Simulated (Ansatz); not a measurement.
**Ansatz 0.2.0, single run: In6NCl3**

The command:

```bash
ansatz run input.yaml --threads 1 --pin off --max-ram 2560MiB --backend cpu --events-out ev --progress --plain --runs-dir out
```

The input file (Ansatz 0.2.0, plane waves):

```yaml
crystal:
  lattice:
    - [0.0, 4.933765, 4.933765]
    - [4.933765, 0.0, 4.933765]
    - [4.933765, 4.933765, 0.0]
  atoms:
    - { symbol: Cl, position: [0.0, 0.0, 0.0] }
    - { symbol: Cl, position: [0.75, 0.75, 0.75] }
    - { symbol: Cl, position: [0.25, 0.25, 0.25] }
    - { symbol: "N", position: [0.5, 0.5, 0.5] }
    - { symbol: In, position: [0.3176, 0.6824, 0.3176] }
    - { symbol: In, position: [0.3176, 0.6824, 0.6824] }
    - { symbol: In, position: [0.6824, 0.3176, 0.6824] }
    - { symbol: In, position: [0.6824, 0.3176, 0.3176] }
    - { symbol: In, position: [0.3176, 0.3176, 0.6824] }
    - { symbol: In, position: [0.6824, 0.6824, 0.3176] }
  symmetry: { tolerance: 0.0003 }
kpoints:
  mp_grid: { grid: [3, 3, 3], shift: [0, 0, 0] }
magnetization:
  spin_polarized: false
scf:
  occupations: { method: gaussian, width: 0.1 }
hamiltonian:
  pseudopotentials: { kind: paw }
  xc: pbe
basis:
  ecutwfc: 420
  xc_grid: 3
output:
  forces: true
  stress: true
  eigenvalues: true
```

Origin of the cell: a known structure type with other elements, at an estimated volume, so it need not be a known compound.

Output (shortened):

```
Pseudopotentials: kind: paw
Pseudopotential: Cl, paw, valence charge 7, recommended cutoff 420 eV (normal), Cl.paw.azcp
Pseudopotential: N, paw, valence charge 5, recommended cutoff 420 eV (normal), N.paw.azcp
Pseudopotential: In, paw, valence charge 13, recommended cutoff 420 eV (normal), In.paw.azcp
Functional definition: PBE
  exchange = pbe_x(kappa = kappa, mu = beta*pi^2/3)
  correlation = pbe_c(beta = beta)
Crystal: 10 atoms, lattice volume = 240.196 Å³
Basis set: ecut = 420 eV, 4645 PW (Γ), exchange–correlation on 144×144×144 points (27 copies of the dense FFT grid, shifted against one another)
Bands: 63, of which v1, the nominal top of the filled ones, is band 52 counted from 1 (51 counted from 0)
Symmetry: 48 space group operations
Space group: Fm-3m (ITA 225), of the structure as read, at distance tolerance 1.9e-3 Å
[… 7 lines left out …]
Initial density: superposition of atomic densities (neutral atoms: chi_scale 0, normalization atom), corrected by the library's trained network
Functional: x = pbe(κ = 0.804, μ = 0.219515), c = pbe(β = 0.066725)
SCF iter   1: F=—  HF=-37185.882221 eV  Δρ=2.43e-2  dr2=2.77e0  defer=2
SCF iter   2: F=—  HF=-37185.531995 eV  Δρ=1.12e-2  dr2=8.67e-1  defer=5
SCF iter   3: F=—  HF=-37185.383736 eV  Δρ=2.45e-3  dr2=4.32e-2  defer=5
SCF iter   4: F=—  HF=-37185.374114 eV  Δρ=7.08e-4  dr2=2.78e-3  defer=5
SCF iter   5: F=—  HF=-37185.373746 eV  Δρ=2.69e-4  dr2=4.32e-4  defer=5
SCF iter   6: F=—  HF=-37185.373736 eV  Δρ=8.04e-5  dr2=3.30e-5  defer=5
SCF iter   7: F=—  HF=-37185.373649 eV  Δρ=2.58e-5  dr2=3.34e-6  defer=5
SCF iter   8: F=—  HF=-37185.373650 eV  Δρ=7.55e-6  dr2=1.79e-7  defer=5
SCF iter   9: F=-37185.373650 eV  HF=-37185.373650 eV  Δρ=2.19e-6  dr2=1.41e-8
SCF 1 converged in 9 iterations: F = -37185.373650 eV  dr2 = 1.41e-8
SCF converged after 9 iterations
Free energy (F): -37185.373650 eV
Harris-Foulkes:  -37185.373650 eV  (|F-HF|=1.80e-8)
Internal energy: -37185.298242 eV  (E = F + TS)
E sigma→0 (E₀):  -37185.335946 eV
Entropy (-TS):   -0.075408 eV (-7.541 meV/atom)
Fermi energy:    7.434809 eV
--- Per-component energies (eV) ---
  E_band       = -401.291100
  E_kinetic    = 2124.412932
  E_local      = -11447.108532  (includes V_loc(G=0)·N_el)
  E_nonlocal   = 2349.680055
  E_hartree    = 4721.934789
  E_xc         = -1693.924682
  E_vxc        = -1063.831132  (∫ρ·V_xc dr)
  E_paw        = -27023.299952  (= ΣΔE_a)
  E_vpaw       = -1808.310490  (= ΣTr[D̂ρ^β])
  E_aug_tail   = 0.000551  (compensation charges beyond the density's cutoff)
  E_ewald      = -6216.993403
  E_smearing   = -0.075408  (= −TS)
  Σ components = -37185.373650   (vs F -37185.373650, Δ=0.00e0)
--- Forces (eV/Å), atoms counted from 1 ---
  atom   1  Cl     0.000000    -0.000000     0.000000
  atom   2  Cl    -0.000000     0.000000     0.000000
  atom   3  Cl    -0.000000    -0.000000     0.000000
  atom   4  N      0.000000    -0.000000    -0.000000
  atom   5  In     0.000000   -19.631950     0.000000
  atom   6  In    19.631950     0.000000     0.000000
  atom   7  In    -0.000000    19.631950     0.000000
  atom   8  In   -19.631950    -0.000000     0.000000
  atom   9  In    -0.000000     0.000000   -19.631950
  atom  10  In    -0.000000     0.000000    19.631950
  max |Σ_I F_I| component: 1.07e-14 eV/Å
--- Stress (GPa, compression-positive) ---
       45.657839       0.000000       0.000000
        0.000000      45.657839      -0.000000
        0.000000      -0.000000      45.657839
  P = ⅓ Tr σ = 45.6578 GPa (456.578 kbar)
```

Caveats: no spin, though holes on the anions or broken bonds may carry moments; the given cell is far from equilibrium, with atoms too close or a volume far off; the k mesh is coarse if the cell is a metal.

The run took 5.7 s on 1 thread of Intel(R) Xeon(R) Platinum 8259CL CPU @ 2.50GHz (Skylake/Cascade Lake), on a shared host, peak memory 0.63 GiB, from the program's own first density.
